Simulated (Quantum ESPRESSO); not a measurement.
```yaml
crystal:
  lattice:
    - [5.04258, 0.00000, 0.00000]
    - [0.00000, 5.04258, 0.00000]
    - [0.00000, 0.00000, 6.79525]
  atoms:
    - { symbol: Si, position: [0.69777, 0.69777, 0.50000] }
    - { symbol: Si, position: [0.80223, 0.19777, 0.75000] }
    - { symbol: Si, position: [0.30223, 0.30223, 0.00000] }
    - { symbol: Si, position: [0.19777, 0.80223, 0.25000] }
    - { symbol: O, position: [0.89189, 0.76205, 0.31614] }
    - { symbol: O, position: [0.73795, 0.39189, 0.56614] }
    - { symbol: O, position: [0.10811, 0.23795, 0.81614] }
    - { symbol: O, position: [0.26205, 0.60811, 0.06614] }
    - { symbol: O, position: [0.39189, 0.73795, 0.43386] }
    - { symbol: O, position: [0.23795, 0.10811, 0.18386] }
    - { symbol: O, position: [0.60811, 0.26205, 0.93386] }
    - { symbol: O, position: [0.76205, 0.89189, 0.68386] }
```
The cell was made here from a computed Materials Project entry: strained by -2 % along the unique axis and by +1 % across it, atoms relaxed (PBE without dispersion, pw.x of a modified build of Quantum ESPRESSO, symmetry kept). The parent is SiO2 in P4₁2₁2. Stability against distortions was not tested.

A lattice sum over point charges, one formal value an element (Si +4, O -2), with no Sternheimer factor, costs far less than a self-consistent run. Taken along the main axis of each site's self-consistent tensor, it gives:

| site | V along that axis, point charges (a.u.) |
|---|---|
| Si (atoms 1, 2, 3, 4) | -0.009 |
| O (atoms 5, 6, 7, 8, 9, 10, …) | 0.415 |

Problem. How do the values of the PAW reconstruction of the field gradient on a scalar-relativistic PBE ground state (Quantum ESPRESSO, JTH datasets) compare?

Solution. 
| site | Vzz, PAW (a.u.) | PAW over point charges |
|---|---|---|
| Si | 0.045 | -5.2 |
| O | 0.950 | 2.3 |
Along that axis the sign differs on Si.  Cores are frozen. Against all-electron runs on small test molecules, this scheme's |Vzz| missed by −6 % on Si, −2 to +6 % on O.
